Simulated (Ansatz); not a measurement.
# BiTe: all-electron results

```yaml
crystal:
  lattice:
    - [0.00000, 3.23500, 3.23500]
    - [3.23500, 0.00000, 3.23500]
    - [3.23500, 3.23500, 0.00000]
  atoms:
    - { symbol: Bi, position: [0.00000, 0.00000, 0.00000] }
    - { symbol: Te, position: [0.50000, 0.50000, 0.50000] }
```

Atoms are numbered in the order listed.

The cell is COD entry 9008604, as deposited and not checked against the literature; nothing was relaxed.

No spin–orbit coupling, which matters for the heavy atoms here.

Methods: DFT, PBE, all-electron LAPW, scalar-relativistic (Ansatz 0.2.0); DFT, PBE, PAW with Ansatz's default frozen-core files, scalar-relativistic (Ansatz 0.2.0).

For LAPW: a Γ-centred 10×10×10 k mesh, Fermi–Dirac smearing of 0.08 eV, basis error target 0.5 meV/atom, no spin polarisation. PAW takes a cutoff of 420 eV at this cell. The Ansatz runs share mesh, smearing and spin set-up. Values come from LAPW unless marked.

```json
{"Pressure at this cell": "0.81 GPa", "Band gap": "none: with an odd electron count and no spin polarisation the bands can't all be full, a metal in this set-up (spin order or a larger cell could open a gap)", "Density of states at the Fermi level (0.2 eV bin)": "2.01 states/eV per cell", "Löwdin charges (with 0.06 e of the cell spilling out of the atomic basis, so their sizes and signs hang on that basis)": "Bi1 0.12, Te2 -0.06 e", "Bader charges (from the PAW run)": "Bi1 +0.42, Te2 -0.42 e", "Volume per atom": "33.86 Å³"}
```
